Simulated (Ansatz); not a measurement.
ZnSe (zinc blende)

```yaml
crystal:
  lattice:
    - [0.00000, 2.86650, 2.86650]
    - [2.86650, 0.00000, 2.86650]
    - [2.86650, 2.86650, 0.00000]
  atoms:
    - { symbol: Se, position: [0.75000, 0.75000, 0.75000] }
    - { symbol: Zn, position: [0.00000, 0.00000, 0.00000] }
```

Method: PBE (plane waves to 420 eV, PAW, scalar-relativistic; Ansatz, a first-principles code). DFPT wavenumbers on a 10×10×10 k mesh, in cm⁻¹; i marks imaginary ones, q is in fractions of the reciprocal vectors of the cell shown, and the three acoustic modes at Γ are left out. The non-analytic (LO-TO) term is not included, so polar modes at Γ have their transverse values. ZnSe was relaxed with its symmetry unable to fall.

Q: Is the structure dynamically stable at Γ, L = (0.5, 0.0, 0.0), X = (0.5, 0.5, 0.0)?

A: No imaginary mode at these points (lowest 54 cm⁻¹ at L = (0.5, 0.0, 0.0)); other wave vectors were not tested.

Q: Predict the phonon wavenumbers at Γ, L = (0.5, 0.0, 0.0), X = (0.5, 0.5, 0.0).

A: 
```
q                             wavenumbers (cm⁻¹)
-------------------  ---------------------------
Γ                                       195 (×3)
L = (0.5, 0.0, 0.0)  54 (×2), 165, 195 (×2), 201
X = (0.5, 0.5, 0.0)  68 (×2), 183, 191, 198 (×2)
```
